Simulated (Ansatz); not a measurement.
**Slab of fcc Pt (100), 6 layers**

The slab is cut from the fcc crystal, the stable phase, as relaxed on PAW files (15.05 Å³/atom), with 16 Å of vacuum and a dipole correction:

```xyz
6
Lattice="2.7712 0.0000 0.0000 0.0000 2.7712 0.0000 0.0000 0.0000 25.7976" Properties=species:S:1:pos:R:3 pbc="T T T"
Pt    0.6928    0.6928    8.0000
Pt    2.0784    2.0784    9.9595
Pt    0.6928    0.6928   11.9190
Pt    2.0784    2.0784   13.8786
Pt    0.6928    0.6928   15.8381
Pt    2.0784    2.0784   17.7976
```

Level of theory: DFT with PBEsol, scalar-relativistic, in Ansatz 0.2.0; a Γ-centred 15×15×1 k mesh, Fermi–Dirac smearing of 0.08 eV, no spin polarisation. LAPW: all electrons, basis error target 1 meV/atom; PAW: frozen-core files, cutoff 420 eV.

The bulk energy comes from a cell in the slab's orientation on a 15×15×11 mesh. The surface energy is (E(slab) − N·E(bulk))/2A at zero smearing, the mean of both faces; thin slabs carry quantum-size effects.

Spin–orbit coupling is left out, which matters for the heavy atoms. The PAW files were made under PBE.

**Question.** As cut, the LAPW slab lies 2.179 eV above 6 atoms of bulk. What surface energy is that?

**Answer.** Over two faces of 7.68 Å² it is 141.9 meV/Å², and times 16.02 J/m² per eV/Å² that gives γ = 2.273 J/m².

```json
{"method": "LAPW", "γ as cut (J/m²)": "2.273", "γ relaxed (J/m²)": "2.252", "Φ as cut (eV)": "5.79", "Φ relaxed (eV)": "5.78"}
```

**Question.** How do the spacings between the planes relax?

**Answer.** From the bottom face up: d12 -2.6 % of 1.960 Å, d23 -0.3 % of 1.960 Å, d34 0.0 % of 1.960 Å, d45 -0.3 % of 1.960 Å, d56 -2.6 % of 1.960 Å.

**Question.** What changes if the vacuum is set to 22 Å?

**Answer.** LAPW then gives: no gap, work function 5.78 eV; PAW: no gap, work function 5.78 eV.

**Question.** A 4f core hole is made on one atom of each kind in every 1×1 cell (PAW hole dataset, neutral cell, valence without spin). What does it cost by layer?

**Answer.** layer 1 71.26 eV, layer 2 71.97 eV, layer 3 71.94 eV. Shifts between layers mean more than the absolute values, and a whole layer of holes screens otherwise than one hole.
